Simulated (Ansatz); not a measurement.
Cd4Te3O: rattling a relaxed structure

It was reached by relaxing an invented guess, and it needn't be the stable form of this composition.

All numbers below come from DFT PBE, scalar-relativistic, plane waves, PAW (Ansatz 0.2.0). Plane waves to 420 eV, a k mesh through Γ of 8×8×8 on the computed 8-atom cell and Gaussian smearing (0.10 eV); no spin polarisation.

The cell below (8 atoms, space group I-42m (No. 121)) is relaxed within its symmetry.

```
Cd Te O
1.0
    -3.13162    3.13162    6.12644
     3.13162   -3.13162    6.12644
     3.13162    3.13162   -6.12644
Cd Te O
4 3 1
Direct
  0.09892 0.09892 0.41391
  0.68501 0.68501 0.58609
  0.31499 0.90108 0.00000
  0.90108 0.31499 0.00000
  0.25000 0.75000 0.50000
  0.75000 0.25000 0.50000
  0.50000 0.50000 0.00000
  0.00000 0.00000 0.00000
```

For the test it was strained at random (σ = 1.5 % a component), the atoms were moved at random (σ = 0.15 Å), and all was relaxed again on a coarse 4×4×4 mesh (in the run’s order of axes) with 0.20 eV smearing, with no symmetry imposed.

These runs have no spin–orbit coupling, which can matter for Te.

Task: Does it come back?

Result: It returns, within 1 meV/atom of the unmoved cell on that mesh and with the same symmetry when read at 0.1 Å (Cm at 0.01 Å, so small strains and shifts remain). No instability shows in this cell; modes of other wave vectors, which need another repeat, aren't tested.
